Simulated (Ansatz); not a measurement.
A plane-wave DFT run in Ansatz 0.2.0 (scalar-relativistic PAW potentials unless the input names others): input and command.

```yaml
crystal:
  lattice:
    - [-2.633912606, 2.633912606, 5.4625543522]
    - [2.633912606, -2.633912606, 5.4625543522]
    - [2.633912606, 2.633912606, -5.4625543522]
  atoms:
    - { symbol: Sn, position: [0.0, 0.0, 0.0] }
    - { symbol: Bi, position: [0.5, 0.5, 0.0] }
    - { symbol: Bi, position: [0.25, 0.75, 0.5] }
    - { symbol: Bi, position: [0.75, 0.25, 0.5] }
basis:
  ecutwfc: 420
  ecutrho_ratio: 8
kpoints:
  mp_grid: { grid: [7, 7, 7] }
hamiltonian:
  xc: pbesol
scf:
  occupations: { method: gaussian, width: 0.15 }
  convergence: { dr2_threshold: 1.0e-08 }
output:
  forces: true
  eigenvalues: true
  stress: true
```

```bash
ansatz run input.yaml --threads 1 --pin off --max-ram 2560MiB --backend cpu --events-out ev --progress --plain --runs-dir out
```

Abridged log:
```
Warning: output.stress: scf.convergence.dr2_threshold = 1e-8 eV is looser than the 4e-10 eV advised for a printed stress (1e-10 eV for each atom of the cell: 4). ...
Pseudopotentials: kind: paw
Pseudopotential: Sn, paw, valence charge 14, recommended cutoff 420 eV (normal)
Pseudopotential: Bi, paw, valence charge 15, recommended cutoff 420 eV (normal)
Functional definition: PBEsol
Crystal: 4 atoms, lattice volume = 151.586 Å³
Basis set: ecut = 420 eV, 2971 PW (Γ), exchange–correlation on 128×128×128 points (8 copies of the dense FFT grid, shifted against one another)
Bands: 36, of which v1, the nominal top of the filled ones, is band 30 counted from 1 (29 counted from 0)
Symmetry: 16 space group operations
Space group: I4/mmm (ITA 139), of the structure as read, at distance tolerance 5.3e-5 Å
k-points: 40 of 343
Initial density: superposition of atomic densities (neutral atoms: chi_scale 0, normalization atom), corrected by the library's trained network
Initial wavefunctions: pseudopotential atomic-orbital guess
Functional: x = pbesol(κ = 0.804, μ = 0.12345679), c = pbesol(β = 0.046)
SCF iter   1: F=—  HF=-42674.302668 eV  |F-HF|=—  |Δ(HF+E_count)|=         —  Δρ=1.88e-3  dr2=3.58e-3  ethr=1.77e-3  ⟨swp⟩=6.5  Hψ=6236  notcnv=0
SCF iter   2: F=—  HF=-42674.301975 eV  |F-HF|=—  |Δ(HF+E_count)|=   6.92e-4  Δρ=1.09e-3  dr2=1.33e-3  ethr=6.07e-6  ⟨swp⟩=2.0  Hψ=2941  notcnv=0
SCF iter   3: F=—  HF=-42674.302206 eV  |F-HF|=—  |Δ(HF+E_count)|=   2.31e-4  Δρ=2.65e-4  dr2=1.37e-4  ethr=2.26e-6  ⟨swp⟩=2.6  Hψ=2579  notcnv=0
SCF iter   4: F=—  HF=-42674.302186 eV  |F-HF|=—  |Δ(HF+E_count)|=   2.01e-5  Δρ=1.23e-4  dr2=3.10e-5  ethr=2.32e-7  ⟨swp⟩=2.0  Hψ=2411  notcnv=0
SCF iter   5: F=—  HF=-42674.302185 eV  |F-HF|=—  |Δ(HF+E_count)|=   1.42e-6  Δρ=3.12e-5  dr2=2.17e-6  ethr=5.26e-8  ⟨swp⟩=2.0  Hψ=2596  notcnv=0
SCF iter   6: F=—  HF=-42674.302221 eV  |F-HF|=—  |Δ(HF+E_count)|=   3.64e-5  Δρ=8.95e-6  dr2=2.61e-7  ethr=3.68e-9  ⟨swp⟩=2.0  Hψ=2414  notcnv=0
SCF iter   7: F=—  HF=-42674.302221 eV  |F-HF|=—  |Δ(HF+E_count)|=   1.01e-8  Δρ=2.40e-6  dr2=1.71e-8  ethr=4.42e-10  ⟨swp⟩=2.3  Hψ=2439  notcnv=0
SCF iter   8: F=-42674.302221 eV  HF=-42674.302221 eV  |F-HF|=8.80e-10  |Δ(HF+E_count)|=  3.35e-10  Δρ=8.97e-7  dr2=1.45e-9  ethr=1.69e-11  ⟨swp⟩=7.5  Hψ=5361  notcnv=0
SCF 1 converged in 8 iterations: F = -42674.302221 eV  dr2 = 1.45e-9
SCF converged after 8 iterations
Free energy (F): -42674.302221 eV
Harris-Foulkes:  -42674.302221 eV  (|F-HF|=8.80e-10)
Internal energy: -42674.263918 eV  (E = F + TS)
E sigma→0 (E₀):  -42674.283069 eV
Entropy (-TS):   -0.038304 eV (-9.576 meV/atom)
Fermi energy:    8.259011 eV
--- Forces (eV/Å), atoms counted from 1 ---
  atom   1  Sn     0.00000000     0.00000000     0.00000000
  atom   2  Bi     0.00000000     0.00000000     0.00000000
  atom   3  Bi     0.00000000     0.00000000     0.00000000
  atom   4  Bi     0.00000000     0.00000000     0.00000000
--- Stress (GPa, compression-positive) ---
       -8.138923       0.000000       0.000000
        0.000000      -8.138923       0.000000
        0.000000       0.000000      -7.737176
  P = ⅓ Tr σ = -8.0050 GPa (-80.050 kbar)
```

Apart from outputs and empty bands, the input differs from a reference run on usual settings in kpoints.mp_grid.grid: [14, 14, 14] → [7, 7, 7]; scf.convergence.dr2_threshold: not typed → 1e-08; basis.ecutrho_ratio: not typed → 8. The reference, at the same geometry (not necessarily relaxed), gave pressure -7.99 GPa, largest force 0.000 eV/Å, no gap on the mesh. This run converged in 8 SCF iterations (reference: 7) with an energy at zero smearing 1.01 meV/atom below the reference's, pressure -8.01 GPa, largest force 0.000 eV/Å, no gap on the mesh. Its k mesh is looser than usual, and the result moved.

Time: 6.5 s on 1 thread of Intel(R) Xeon(R) 6975P-C (Granite Rapids), with other jobs on the host, peak memory 0.7 GiB.